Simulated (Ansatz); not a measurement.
Here is the system:

Cu:
```xyz
4
Lattice="2.5310 0.0000 0.0000 -1.2655 2.1919 0.0000 0.0000 0.0000 8.2530" Properties=species:S:1:pos:R:3 pbc="T T T"
Cu     0.0000     0.0000     0.0000
Cu     0.0000     0.0000     4.1265
Cu     0.0000     1.4613     2.0633
Cu     1.2655     0.7306     6.1898
```

This is the r²SCAN-relaxed structure. Tensor components refer to the Cartesian frame of this cell.

Problem. All from DFT-r²SCAN in the program Ansatz with PAW potentials, unless another level is named. Give the Young's modulus.

Solution. 153 GPa.

Problem. Predict the elastic constants (relaxed ions, GPa).

Solution. C11 = 243, C12 = 140, C13 = 101, C33 = 289, C44 = 48.7.

Space group P6_3/mmc (dhcp (α-La type)). The first step of the workflow began from a Materials Project structure, measured or hypothetical; the Crystallography Open Database copy checked does not list it. It is not the phase usual at ambient conditions (space group No. 225). The cell was relaxed with r²SCAN under the symmetry of its start; of distortions, only those at the zone centre were tested. The run is not spin-polarised. As this level gives no gap, shear constants depend on the k-mesh and smearing (Fermi–Dirac, 0.1 eV here). On the denser mesh and wider smearing of the elastic run this cell carries a stress of 0.6 GPa.

Potentials: the later of the program's two PAW sets.
